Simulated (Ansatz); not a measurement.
PbSe:
```xyz
2
Lattice="0.0000 3.1089 3.1089 3.1089 0.0000 3.1089 3.1089 3.1089 0.0000" Properties=species:S:1:pos:R:3 pbc="T T T"
Pb     0.0000     0.0000     0.0000
Se     3.1089     3.1089     3.1089
```

Relaxed with PBE. Special points in fractions of this cell's reciprocal vectors: Γ (0.000, 0.000, 0.000); X (0.500, 0.000, 0.500); U (0.625, 0.250, 0.625); K (0.375, 0.375, 0.750); L (0.500, 0.500, 0.500); W (0.500, 0.250, 0.750).

Task: List the band energies nearest the valence-band maximum at these points for DFT-PBE in the program Ansatz with PAW potentials.

Result: In eV from the valence-band maximum; about four levels below and three above (degenerate sets whole), none deeper than 8.9 eV; points with the same levels are listed once.

| k | below | above |
|---|---|---|
| Γ | -6.34 -1.64 -1.64 -1.64 | 4.64 4.64 4.64 |
| X | -7.27 -4.57 -2.92 -2.92 | 3.92 5.46 5.46 |
| U | -7.83 -4.18 -2.44 -2.18 | 3.40 3.98 5.34 |
| L | -8.51 -1.27 -1.27 0.00 | 0.43 1.82 1.82 |
| W | -7.81 -3.86 -3.86 -0.67 | 1.95 4.94 4.94 |

Space group Fm-3m (rock salt). The PBE relaxation kept the symmetry of its start. Scalar-relativistic: spin–orbit coupling is off unless named, which matters more the heavier the elements.

Potentials: the later of the program's two PAW sets.
